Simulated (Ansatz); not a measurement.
BiB (rock salt, space group No. 225) at seven volumes, r²SCAN in the plane-wave PAW code Ansatz, scaled uniformly. One row is withheld.

```tsv
V (Å³/atom)	P (GPa)
16.525	9.81
17.070	6.05
17.615	?
18.160	0.00
18.704	-2.38
19.249	-4.44
19.794	-6.18
```

Question: Fit the shown pressures and predict the withheld one.

Answer: P = (3/2)B₀(x^(7/2) − x^(5/2))[1 + (3/4)(B′ − 4)(x − 1)] with x = (V₀/V)^(2/3). Least squares on the six rows gives V₀ = 18.161 Å³/atom, B₀ = 85.7 GPa, B′ = 4.09. At V = 17.615, x = 1.0206 and P = 2.78 GPa. The run itself gave 2.81 GPa.

Space group Fm-3m (rock salt). The cell is a constructed one: a structure type filled with these elements; neither database checked (COD, Materials Project) lists it. Whether it is the stable phase at ambient conditions was not checked. Symmetry was held in the r²SCAN relaxation; whether a distortion lowers the energy is not shown. Spin–orbit coupling is left out wherever it is not named.

Potentials: the later of the program's two PAW sets.
